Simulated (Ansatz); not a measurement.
Vibrations of YSb (Fm-3m) by finite displacements

```yaml
crystal:
  lattice:
    - [0.00000, 3.05825, 3.05825]
    - [3.05825, 0.00000, 3.05825]
    - [3.05825, 3.05825, 0.00000]
  atoms:
    - { symbol: Y, position: [0.50000, 0.50000, 0.50000] }
    - { symbol: Sb, position: [0.00000, 0.00000, 0.00000] }
```

Computed, not measured; unless marked otherwise by PBEsol, all-electron LAPW in Ansatz 0.2.0, scalar-relativistic. k mesh 10×10×10, Fermi-Dirac smearing of 0.100 eV, basis error target 1 meV/atom. The cell was relaxed by PAW under this functional.

Atoms are displaced by 0.01 Å in the smallest supercells that hold the wave vectors of a 2×2×2 mesh. Negative values stand for unstable modes.

Question: What are the phonon energies at the solved wave vectors, in cm⁻¹?

Answer: 

| q | point | modes (cm⁻¹) |
| --- | --- | --- |
| 0.000 0.000 0.000 | Gamma | 169.3 (×3) |
| 0.500 0.000 0.000 | L | 121.3 (×2), 126.5 (×2), 139.5, 177.6 |
| 0.500 0.500 0.000 | X | 64.0 (×2), 72.9, 164.6 (×2), 174.7 |

Question: Is the structure dynamically stable at these wave vectors?

Answer: Yes, no mode is unstable there; wave vectors off this mesh aren't tested.

Question: How do the optical zone-centre modes decompose, and which are active?

Answer: Point group m-3m: Γ_opt = T1u.

```json
{"label": "T1u", "cm⁻¹": "169.3", "activity": "IR", "mostly": "Y (58 %)"}
```

In a metal the activity is that of symmetry alone; free carriers screen the infrared modes.

Question: How well do frozen-core PAW files reproduce these all-electron values?

Answer: With a cutoff of 420 eV and displacements of 0.0025 Å, the r.m.s. difference over the modes is 0.0 cm⁻¹; the largest difference is 164.5 (PAW) against 164.6 cm⁻¹ (LAPW).

Question: The cell is scaled evenly to 55.491 and 58.923 Å³ (from 57.207), with free atoms relaxed and the shape held. What are the mode Grüneisen parameters γ = −d ln ω/d ln V?

Answer: For the highest mode, 184.5 cm⁻¹ in the small cell and 171.2 in the large one give γ ≈ 1.25. From the change of the dynamical matrix on each mode:

```tsv
point	cm⁻¹	γ
Gamma	169.3	1.93
L	121.3	1.60
L	126.5	2.21
L	139.5	1.20
L	177.6	1.25
X	64.0	0.25
X	72.9	-0.45
X	164.6	2.16
X	174.7	2.18
```

Weighted by the modes' heat capacities at 300 K, the mean on this mesh is 1.45; it moves with the q mesh, and a coarse one overweights the zone boundary. Rows under −0.05 (1 here) are modes that soften under compression and pull towards negative thermal expansion.

Known limits: responses of metals move with mesh and smearing; the frozen-core PAW files of the compared runs were fitted under PBE, their cores solved anew for this functional.
